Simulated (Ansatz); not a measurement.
MoS$_{2}$: computed property card

MoS$_{2}$:
```xyz
6
Lattice="3.1560 0.0000 0.0000 -1.5780 2.7332 0.0000 0.0000 0.0000 12.1283" Properties=species:S:1:pos:R:3 pbc="T T T"
Mo     0.0000     0.0000     3.0321
Mo     0.0000     0.0000     9.0962
S      0.0000     1.8221     4.5943
S      1.5780     0.9111     7.5340
S      1.5780     0.9111    10.6584
S      0.0000     1.8221     1.4698
```

Space group P6_3/mmc (No. 194); conventional cell a = 3.1560 Å, b = 3.1560 Å, c = 12.1283 Å, α = 90.00°, β = 90.00°, γ = 120.00°.

Method: plane-wave PAW PBE+D3(BJ) (Ansatz code). The cell and atoms are relaxed at this level. Other levels are named where they apply.

Cell and energy:

Volume per atom: 17.44 Å³
Density: 5.08 g/cm³
Formation energy from the elements (no fitted shifts): -0.93 eV/atom

Electronic structure:

- Band gap = 0.82 eV (indirect)
- Valence-band maximum = at Γ
- Conduction-band minimum = on the K–Γ line, 44 % of the way from K (6 equivalent valleys)
- Smallest direct gap on the standard path = 1.73 eV
- Electron effective mass = 0.48, 0.64, 0.83 mₑ (principal values)
- Electron effective mass with spin–orbit coupling = 0.48, 0.63, 0.84 mₑ (principal values)
- Hole effective mass = 0.67, 0.67, 0.90 mₑ (principal values)
- Hole effective mass with spin–orbit coupling = 0.67, 0.67, 0.89 mₑ (principal values)
- Gap with spin–orbit coupling = 0.81 eV

Mechanics:

- Bulk modulus (Birch–Murnaghan fit): 39.6 GPa
- Pressure derivative B′: 10.9

The workflow started from a Materials Project entry (that database holds measured and hypothetical structures alike). Its sites differ from those of the usual phase in this space group: another stacking or structure type. Symmetry was held in the PBE+D3(BJ) relaxation; its stability against distortions is not shown here. The run is not spin-polarised. The references are the lowest solids computed at this level, not always the standard phases. Scalar-relativistic: spin–orbit coupling is off unless named, which matters more the heavier the elements.

Potentials: the earlier of the program's two PAW sets.
